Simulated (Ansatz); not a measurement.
Relaxed AlCo (CsCl type):

```yaml
crystal:
  lattice:
    - [2.85208, 0.00000, 0.00000]
    - [0.00000, 2.85208, 0.00000]
    - [0.00000, 0.00000, 2.85208]
  atoms:
    - { symbol: Al, position: [0.00000, 0.00000, 0.00000] }
    - { symbol: Co, position: [0.50000, 0.50000, 0.50000] }
```

All values below come from PBE (plane waves to 420 eV, PAW, scalar-relativistic; Ansatz, a quantum-chemistry and plane-wave program). k mesh 13×13×13 (Γ-centred), Fermi-Dirac smearing 0.05 eV. With partly filled bands, energies and forces of such displacements shift with the k mesh and the smearing. AlCo is run without spin polarisation. AlCo was relaxed with its symmetry unable to fall.

One atom of the cell was then moved (with its periodic images), all else fixed, and the forces (eV/Å) came out as:

| atom | Fx | Fy | Fz |
|---|---|---|---|
| Al1 | -0.908 | -0.908 | -0.908 |
| Co2 | 0.908 | 0.908 | 0.908 |

With two atoms only their relative shift counts; take Co2 as fixed.

Problem. Which atom was moved, and by which vector (Å)?

Solution. Al1, by (0.12, 0.12, 0.12), 0.20 Å in all.

(For displaced atoms, the force is minus the slope of the energy, and its curvature is a force constant, which sets phonon frequencies.)
